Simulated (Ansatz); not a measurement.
**SiC with Fe replacing Si: gradients before and after relaxing the atoms**

Start: a supercell of SiC (zinc blende type, F-43m) built from a COD entry, with all atoms left at the host's positions.

Space group F-43m (No. 216); a = 13.0740 Å.

```
site  Wyckoff  site symmetry       x       y       z
  Fe       4a           -43m  0.0000  0.0000  0.0000
 Si2      48h            ..m  0.1667  0.0000  0.1667
 Si5      16e            .3m  0.3333  0.8333  0.1667
 Si9      16e            .3m  0.6667  0.6667  0.3333
Si15      24f           2.mm  0.5000  0.6667  0.5000
 C28      16e            .3m  0.0833  0.9167  0.0833
 C29      24g           2.mm  0.2500  0.9167  0.2500
 C33      48h            ..m  0.5833  0.7500  0.4167
 C41      16e            .3m  0.4167  0.5833  0.4167
 C54       4c           -43m  0.7500  0.2500  0.7500
```

One atom of each set is listed; the run and its k-mesh use a cell of 54 atoms with edges of 9.24, 9.24, 9.24 Å.

Method: Kohn–Sham DFT in Ansatz, PBE, plane waves and PAW, scalar-relativistic, collinear spin, 420 eV cutoff, Γ-centred 3×3×3 k-points, Fermi–Dirac smearing 0.01 eV, cell charge -2. Start moments as typed (μB): 4 on each Fe, none on the rest.

The largest force at the start is 1.0 eV/Å. Relaxing the ions at fixed cell moves them by 0.100 Å at most (atom 28, C) and 0.029 Å rms.

| site | moved (Å) | first shell before | first shell after | V_zz before (10²¹ V/m²) | η before |
| --- | --- | --- | --- | --- | --- |
| Fe | 0.000 | 4 C at 1.89 Å | 4 C at 1.99 Å | 0.00 | – |
| Si2 | 0.020 | 4 C at 1.89 Å | 4 C at 1.84–1.89 Å | -0.57 | 0.10 |
| Si5 | 0.008 | 4 C at 1.89 Å | 4 C at 1.89 Å | 0.16 | 0.00 |
| Si9 | 0.004 | 4 C at 1.89 Å | 4 C at 1.88–1.89 Å | 0.13 | 0.00 |
| Si15 | 0.006 | 4 C at 1.89 Å | 4 C at 1.89 Å | -0.20 | 0.34 |
| C28 | 0.100 | 1 Fe at 1.89 Å, 3 Si at 1.89 Å | 3 Si at 1.84 Å, 1 Fe at 1.99 Å | -0.35 | 0.00 |
| C29 | 0.008 | 4 Si at 1.89 Å | 4 Si at 1.89 Å | -0.055 | 0.97 |
| C33 | 0.002 | 4 Si at 1.89 Å | 4 Si at 1.88–1.89 Å | -0.14 | 0.63 |

Q: How do the gradients change?

A: 

| site | V_zz after | η after | change of V_zz |
| --- | --- | --- | --- |
| Fe | 0.00 | – | 0.00 |
| Si2 | -1.34 | 0.36 | -0.77 |
| Si5 | 0.43 | 0.00 | +0.27 |
| Si9 | 0.22 | 0.00 | +0.09 |
| Si15 | -0.28 | 0.57 | -0.08 |
| C28 | -0.85 | 0.00 | -0.50 |
| C29 | -0.41 | 0.27 | -0.36 |
| C33 | 0.070 | 0.51 | – |

The largest change of V_zz along a kept axis is on Si2, from -0.57 to -1.34. Where |V_zz| stays above 0.1 and the axes keep their order, η moves most on Si2, from 0.10 to 0.36. On C33 the largest principal value lies along another axis in the second run, so the two V_zz can't be compared directly. Other sites with |V_zz| of 0.02 or less aren't listed. The electronic state changes along with the positions (absolute moment from 0.8 to 4.5 μB), so the changes aren't those of geometry alone.

The defect repeats with the cell of 54 atoms, so it feels its images: sites between two images don't show the values beside a lone defect, and zeros or small values of η there can come from the images' arrangement. A uniform background compensates the cell's charge. The defect cell has no gap above 0.1 eV on its mesh, so the values can hang on the smearing and the k-mesh.
Before: The run lost most of its start moments on Fe; a state with other moments may lie lower. The neighbours have not yet relaxed around the defect (largest force 1.0 eV/Å), so a real crystal will differ.
After: The relaxation keeps the site symmetry -43m of the start, so the impurity can't leave its site; a distortion that would localise the partly filled state isn't explored.
